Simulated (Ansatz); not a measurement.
BaTiO$_{3}$:
```cif
data_BaO3Ti
_chemical_formula_sum 'Ba1 Ti1 O3'
_space_group_name_H-M_alt 'P4mm'
_space_group_IT_number 99
_space_group_name_Hall 'P 4 -2'
_cell_length_a 3.97290
_cell_length_b 3.97290
_cell_length_c 4.11206
_cell_angle_alpha 90.000
_cell_angle_beta 90.000
_cell_angle_gamma 90.000
loop_
_atom_site_label
_atom_site_type_symbol
_atom_site_symmetry_multiplicity
_atom_site_Wyckoff_symbol
_atom_site_fract_x
_atom_site_fract_y
_atom_site_fract_z
_atom_site_occupancy
Ba1 Ba 1 b 0.50000 0.50000 0.58499 1
Ti1 Ti 1 a 0.00000 0.00000 0.10305 1
O1 O 2 c 0.00000 0.50000 0.06294 1
O2 O 1 a 0.00000 0.00000 0.54607 1
```

Relaxed at zero pressure with the program Ansatz at the r²SCAN level (PAW).

The volume is lowered by 3 % and shape and atoms relax at that volume. What pressure results, and how do the axes share the change?

4.0 GPa; a -0.4 %, b -0.4 %, c -2.1 %; the energy rises by 5 meV/atom.

Give the new structure.


Space group P4mm (No. 99); a = b = 3.9551 Å, c = 4.0246 Å, α = β = γ = 90.00°

```json
[
 {"atom": "Ba", "site": "1b", "symmetry": "4mm", "x": "0.5000", "y": "0.5000", "z": "0.5803"},
 {"atom": "Ti", "site": "1a", "symmetry": "4mm", "x": "0.0000", "y": "0.0000", "z": "0.0956"},
 {"atom": "O", "site": "2c", "symmetry": "2mm.", "x": "0.0000", "y": "0.5000", "z": "0.0648"},
 {"atom": "O", "site": "1a", "symmetry": "4mm", "x": "0.0000", "y": "0.0000", "z": "0.5545"}
]
```

The phase is kept; no other phase was compared at this pressure.

Symmetry was held in the r²SCAN relaxation. At this level the phase is dynamically unstable (imaginary phonons). The run is not spin-polarised. Scalar-relativistic: spin–orbit coupling is off unless named, which matters more the heavier the elements.

Potentials: the earlier of the program's two PAW sets.
